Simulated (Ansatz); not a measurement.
Y$_{4}$SiS$_{3}$ in space group I4/mmm (No. 139; Pearson symbol tI16), PBE (plane waves, PAW; program Ansatz), all energies at zero smearing, with the estimated change up to a 700 eV cutoff added, with one set of potentials and settings (totals compare only within such a set). Cell of 8 atoms (4 Y, 1 Si, 3 S): -18750.952 eV.

```tsv
element	reference phase	E (eV/atom)
Y	P6_3/mmc, 2 atoms in the cell	-3848.6668
Si	Fd-3m, 2 atoms in the cell	-635.8096
S	Fddd, 32 atoms in the cell	-902.0599
```

Formation energy per atom, worked out: (-18750.952 − 4×(-3848.6668) − 1×(-635.8096) − 3×(-902.0599))/8 = -1.787 eV/atom (-172 kJ per mol of atoms), at 0 K, without zero-point energy or fitted corrections.

The workflow started from a Materials Project entry (that database holds measured and hypothetical structures alike); the Crystallography Open Database copy checked does not list it. Its standing as an ambient phase is unchecked. The PBE relaxation kept the symmetry of its start; whether a distortion lowers the energy is not shown. The run is not spin-polarised. The references are the lowest solids computed at this level, not always the standard phases.

Potentials: the later of the program's two PAW sets.
